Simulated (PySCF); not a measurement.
PySCF single point, B3LYP/6-31G*, density fitting, IEF-PCM implicit tetrahydrofuran (electrostatics alone), on norbornadiene, C7H8 (SMILES C1=CC2C=CC1C2), charge 0, multiplicity 1.

```python
from pyscf import gto, scf, dft
mol = gto.M(atom='''
C     -1.213773    -0.655345    -1.002084
C     -1.207474     0.668753    -1.001810
C      0.004754     1.111961    -0.195399
C      1.214246     0.659037    -1.000277
C      1.208516    -0.665101    -1.002927
C     -0.004127    -1.110993    -0.198926
C      0.000052    -0.001238     0.868164
H     -1.890826    -1.328659    -1.492193
H     -1.877682     1.349364    -1.491174
H      0.008773     2.144612     0.141394
H      1.890826     1.334203    -1.488372
H      1.879752    -1.343525    -1.494066
H     -0.008210    -2.144612     0.135144
H      0.892228    -0.006349     1.494066
H     -0.892479     0.000950     1.493644
''', basis='6-31G*', charge=0, spin=0, verbose=3)
mf = dft.RKS(mol, xc='B3LYP')
mf = mf.density_fit()
mf = mf.PCM()
mf.with_solvent.method = 'IEF-PCM'
mf.with_solvent.eps = 7.6
mf.max_cycle = 100
e = mf.kernel()
print('converged', mf.converged)
print('E_total', e)
print('nao', mol.nao)
print('HOMO', mf.mo_energy[mf.mo_occ > 0].max())
mf.dip_moment()
```

It prints:

```

WARN: PCM is an experimental feature. It is still in testing.
Features and APIs may be changed in the future.

converged SCF energy = -271.471495680832
converged True
E_total -271.47149568083245
nao 114
HOMO -0.21379173462654766
Dipole moment(X, Y, Z, Debye): -0.00004,  0.00083,  0.00908
```

The total energy is -7387.12 eV, -0.06 eV from the same level's vacuum run.
